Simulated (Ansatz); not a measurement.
CoO:
```yaml
crystal:
  lattice:
    - [3.15997, 0.00000, 0.00000]
    - [0.00000, 3.15997, 0.00000]
    - [0.00000, 0.00000, 4.22421]
  atoms:
    - { symbol: Co, position: [0.00000, 0.00000, 0.00000], spin: 2.0 }
    - { symbol: O, position: [0.50000, 0.00000, 0.25000] }
    - { symbol: Co, position: [0.50000, 0.50000, 0.50000], spin: -2.0 }
    - { symbol: O, position: [0.00000, 0.50000, 0.75000] }
```

Relaxed with PBEsol. Special points in fractions of this cell's reciprocal vectors: Γ (0.000, 0.000, 0.000); X (0.000, 0.500, 0.000); M (0.500, 0.500, 0.000); Z (0.000, 0.000, 0.500); R (0.000, 0.500, 0.500); A (0.500, 0.500, 0.500).

### Question
List the band energies nearest the Fermi level at these points for PBEsol in the plane-wave PAW code Ansatz.

### Answer
In eV from the Fermi level; about four levels below and three above (degenerate sets whole), none deeper than 8.9 eV; points with the same levels are listed once.

```json
[
 {"k": "Γ ↑", "below": "-1.04 -1.04 -0.82 -0.46", "above": "0.10 1.52 1.72 1.72"},
 {"k": "X ↑", "below": "-2.08 -1.92 -1.32 -0.63", "above": "0.30 0.33 0.43"},
 {"k": "M ↑", "below": "-0.58 -0.44 -0.32 -0.32", "above": "0.47 5.63 5.63"},
 {"k": "Z ↑", "below": "-2.09 -0.86 -0.55 -0.55", "above": "0.21 1.30 1.44 1.44"},
 {"k": "R ↑", "below": "-1.32 -1.23 -0.71 -0.19", "above": "0.44 1.06 1.25"},
 {"k": "A ↑", "below": "-1.84 -0.54 -0.28 -0.28", "above": "0.25 0.61 7.40 7.40"}
]
```

Space group I-4m2. The start of the workflow was typed in or built on a structure type; neither database checked (COD, Materials Project) lists it. It is not the phase usual at ambient conditions (space group No. 225). Symmetry was held in the PBEsol relaxation, as lowered by the spin order; its stability against distortions is not shown here. Spin order of the final state: antiferromagnetic, chosen from 5 collinear starts compared on coarse meshes (ties went to the first, and starts can fall back to one state), not a proven ground state. No Hubbard U is applied. The compound may be a true metal, but semilocal functionals without U, or a wrong spin order, can also close a gap. Point labels and valley counts follow the cell and symmetry of the run, lower than the named group.

Potentials: the later of the program's two PAW sets.
